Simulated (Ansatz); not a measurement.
CsH₃O₂:
```
CsH3O2
1.0
    0.00000     2.22790    -4.06192
    0.00000     2.22790     4.06192
    4.24354     0.00000     0.00000
Cs H O
1 3 2
Cartesian
  0.00000   2.22790   3.91003
  2.12177   2.22790   0.49740
  2.12177   1.39171  -1.93193
  2.12177   3.06409  -1.93193
  2.12177   2.22790   1.46636
  2.12177   2.22790  -1.34988
```

r²SCAN (plane waves, PAW; program Ansatz) gives a gap of 4.99 eV without spin–orbit coupling, maximum at Γ, minimum at Γ.

Question: What happens when spin–orbit coupling is switched on?

Answer: The gap is nearly the same, to 4.99 eV; maximum at Γ, minimum at Γ.

Question: Give the electron effective mass with spin–orbit coupling.

Answer: 0.40, 0.42, 0.45 mₑ (principal values).

Question: Give the hole effective mass with spin–orbit coupling.

Answer: 2.4, 3.2, 3.2 mₑ (principal values).

Space group Amm2. The first step of the workflow began from a Materials Project structure, measured or hypothetical; the Crystallography Open Database copy checked does not list it. COD files the formula under space group No. 141. Its standing as an ambient phase is unchecked. The cell was relaxed with r²SCAN under the symmetry of its start; its stability against distortions is not shown here.

Potentials: the later of the program's two PAW sets.
